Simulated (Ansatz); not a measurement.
**Mg$_{2}$CdSe$_{3}$: relaxed-ion elastic tensor**

Theory: DFT PBE, scalar-relativistic, plane waves, PAW in Ansatz 0.2.0. Cutoff 420 eV, 6×6×2 k-points (Γ-centred), fixed occupations. No spin polarisation.

Equilibrium structure at this level:
```yaml
crystal:
  lattice:
    - [4.30068, 0.00000, 0.00000]
    - [-2.15034, 3.72450, 0.00000]
    - [0.00000, 0.00000, 20.87666]
  atoms:
    - { symbol: Mg, position: [0.66667, 0.33333, 0.16740] }
    - { symbol: Mg, position: [0.66667, 0.33333, 0.83025] }
    - { symbol: Mg, position: [0.33333, 0.66667, 0.33025] }
    - { symbol: Mg, position: [0.33333, 0.66667, 0.66740] }
    - { symbol: Cd, position: [0.66667, 0.33333, 0.50092] }
    - { symbol: Cd, position: [0.33333, 0.66667, 0.00092] }
    - { symbol: Se, position: [0.66667, 0.33333, 0.29195] }
    - { symbol: Se, position: [0.66667, 0.33333, 0.62941] }
    - { symbol: Se, position: [0.66667, 0.33333, 0.95507] }
    - { symbol: Se, position: [0.33333, 0.66667, 0.12941] }
    - { symbol: Se, position: [0.33333, 0.66667, 0.45507] }
    - { symbol: Se, position: [0.33333, 0.66667, 0.79195] }
```

The structure comes from a generated guess, relaxed at this level; another structure or a mixture of phases may lie lower.

(1) Give the relaxed-ion elastic constants (GPa, Voigt order xx yy zz yz xz xy, on the Cartesian axes of the cell above).

(2) Is the crystal stable against homogeneous strain?

(3) And the moduli of a polycrystal (Hill averages)?

## Answers

(1)
```
66.8 37.1 30.9  0.0  0.0  0.0
37.1 66.8 30.9  0.0  0.0  0.0
30.9 30.9 70.6  0.0  0.0  0.0
 0.0  0.0  0.0 13.7  0.0  0.0
 0.0  0.0  0.0  0.0 13.7  0.0
 0.0  0.0  0.0  0.0  0.0 14.9
```

(2) Yes: the least eigenvalue of the tensor is 13.7 GPa.

(3) B = 45 GPa, G = 15 GPa, E = 41 GPa, ν = 0.35.
